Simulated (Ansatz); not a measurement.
CdCl₂:
```cif
data_Cd3Cl6
_chemical_formula_sum 'Cd3 Cl6'
_space_group_name_H-M_alt 'R-3m :H'
_space_group_IT_number 166
_space_group_name_Hall '-R 3 2"'
_cell_length_a 3.76666
_cell_length_b 3.76666
_cell_length_c 17.01097
_cell_angle_alpha 90.000
_cell_angle_beta 90.000
_cell_angle_gamma 120.000
loop_
_atom_site_label
_atom_site_type_symbol
_atom_site_symmetry_multiplicity
_atom_site_Wyckoff_symbol
_atom_site_fract_x
_atom_site_fract_y
_atom_site_fract_z
_atom_site_occupancy
Cd1 Cd 3 a 0.00000 0.00000 0.00000 1
Cl1 Cl 6 c 0.00000 0.00000 0.25012 1
```
(The calculation used a cell of 3 atoms; values per cell refer to that cell.)

Relaxed with LDA.

Task: Which orbitals make up the states near the band edges in DFT-LDA in the program Ansatz with PAW potentials?

Result: Top 1 eV of the valence band: Cl 3p 93 %, Cd 4d 6 %. Bottom 1 eV of the conduction band: Cd 5s 61 %, Cl 3p 25 %, Cl 3s 12 %. Projections are on Löwdin-orthogonalised atomic valence shells; empty p or d shells of many metals are not among them.

Task: Tabulate the density of states.

Result: States/eV per cell of 3 atoms, in 0.25 eV bins, energy from the valence-band maximum.

```csv
E (eV),total,Cl 3p,Cd 4d,Cd 5s
-7.85,0.00,0.00,0.00,0.00
-7.60,0.00,0.00,0.00,0.00
-7.35,0.00,0.00,0.00,0.00
-7.10,0.00,0.00,0.00,0.00
-6.85,0.68,0.06,0.62,0.00
-6.60,14.57,1.16,13.27,0.03
-6.35,14.86,0.59,14.07,0.04
-6.10,9.89,0.20,9.56,0.01
-5.85,0.00,0.00,0.00,0.00
-5.60,0.00,0.00,0.00,0.00
-5.35,0.00,0.00,0.00,0.00
-5.10,0.00,0.00,0.00,0.00
-4.85,0.00,0.00,0.00,0.00
-4.60,0.00,0.00,0.00,0.00
-4.35,0.00,0.00,0.00,0.00
-4.10,0.00,0.00,0.00,0.00
-3.85,2.00,1.30,0.12,0.54
-3.60,2.95,1.90,0.15,0.78
-3.35,2.56,1.75,0.12,0.51
-3.10,1.45,1.22,0.05,0.10
-2.85,2.18,1.99,0.07,0.03
-2.60,1.72,1.58,0.07,0.01
-2.35,1.90,1.75,0.08,0.01
-2.10,2.79,2.61,0.08,0.01
-1.85,3.87,3.66,0.08,0.02
-1.60,3.69,3.50,0.07,0.02
-1.35,3.04,2.89,0.05,0.01
-1.10,2.51,2.41,0.04,0.00
-0.85,3.09,2.89,0.15,0.00
-0.60,3.91,3.61,0.25,0.00
-0.35,5.89,5.43,0.41,0.00
-0.10,4.46,4.14,0.29,0.00
0.15,0.00,0.00,0.00,0.00
0.40,0.00,0.00,0.00,0.00
0.65,0.00,0.00,0.00,0.00
0.90,0.00,0.00,0.00,0.00
1.15,0.00,0.00,0.00,0.00
1.40,0.00,0.00,0.00,0.00
1.65,0.00,0.00,0.00,0.00
1.90,0.00,0.00,0.00,0.00
2.15,0.00,0.00,0.00,0.00
2.40,0.00,0.00,0.00,0.00
2.65,0.00,0.00,0.00,0.00
2.90,0.00,0.00,0.00,0.00
3.15,0.00,0.00,0.00,0.00
3.40,0.01,0.00,0.00,0.01
3.65,0.06,0.01,0.00,0.04
3.90,0.10,0.02,0.00,0.06
4.15,0.17,0.04,0.00,0.10
4.40,0.56,0.15,0.00,0.33
4.65,1.33,0.37,0.00,0.77
4.90,3.16,0.94,0.00,1.84
5.15,2.23,0.68,0.00,1.33
5.40,0.37,0.12,0.00,0.23
5.65,0.00,0.00,0.00,0.00
5.90,0.09,0.00,0.00,0.00
6.15,0.22,0.00,0.00,0.00
6.40,0.62,0.01,0.00,0.01
6.65,1.09,0.02,0.00,0.02
6.90,1.20,0.02,0.00,0.02
7.15,1.43,0.03,0.00,0.02
7.40,1.37,0.03,0.00,0.02
7.65,1.35,0.03,0.00,0.02
7.90,1.20,0.03,0.00,0.01
8.15,1.29,0.03,0.00,0.01
```

The workflow started from a Materials Project entry (that database holds measured and hypothetical structures alike); the Crystallography Open Database files this formula in space group No. 166, but the cells were not matched. Its standing as an ambient phase is unchecked. Symmetry was held in the LDA relaxation; whether a distortion lowers the energy is not shown. A crystal of weakly bound layers computed without a dispersion correction: the cell and the soft elastic constants depend strongly on that. Scalar-relativistic: spin–orbit coupling is off unless named, which matters more the heavier the elements.

Potentials: the later of the program's two PAW sets.
